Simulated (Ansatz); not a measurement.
NiTe₂:
```
CELL_PARAMETERS angstrom
      3.85805     0.00000     0.00000
     -1.92902     3.34117     0.00000
      0.00000     0.00000     5.46906
ATOMIC_POSITIONS crystal
  Ni 0.00000 0.00000 0.00000
  Te 0.33333 0.66667 0.23805
  Te 0.66667 0.33333 0.76195
```

Relaxed with r²SCAN. Special points in fractions of this cell's reciprocal vectors: Γ (0.000, 0.000, 0.000); M (0.500, 0.000, 0.000); K (0.333, 0.333, 0.000); A (0.000, 0.000, 0.500); L (0.500, 0.000, 0.500); H (0.333, 0.333, 0.500).

Task: List the band energies nearest the Fermi level at these points for r²SCAN in the plane-wave PAW code Ansatz.

Result: In eV from the Fermi level; about four levels below and three above (degenerate sets whole), none deeper than 8.9 eV; points with the same levels are listed once.

| k | below | above |
|---|---|---|
| Γ | -3.88 -3.88 -2.46 -2.46 -1.97 | 0.15 0.15 1.05 1.05 |
| M | -3.02 -2.35 -2.29 -1.97 | 0.09 1.88 3.43 |
| K | -1.76 -1.76 -0.34 -0.34 | 3.47 7.93 8.72 8.72 |
| A | -1.79 -1.07 -0.24 -0.24 | 1.58 1.58 4.94 |
| L | -2.35 -2.28 -2.24 -0.70 | 0.64 1.10 4.34 |
| H | -2.71 -2.71 -2.36 -2.05 -2.05 | 1.83 1.83 6.99 6.99 |

Space group P-3m1 (CdI2 type). The first step of the workflow began from a Materials Project structure, measured or hypothetical; the Crystallography Open Database files this formula in space group No. 164, but the cells were not matched. Whether it is the stable phase at ambient conditions was not checked. The r²SCAN relaxation kept the symmetry of its start; whether a distortion lowers the energy is not shown. The run is not spin-polarised. A crystal of weakly bound layers computed without a dispersion correction: the cell and the soft elastic constants depend strongly on that. Scalar-relativistic: spin–orbit coupling is off unless named, which matters more the heavier the elements.

Potentials: the earlier of the program's two PAW sets.
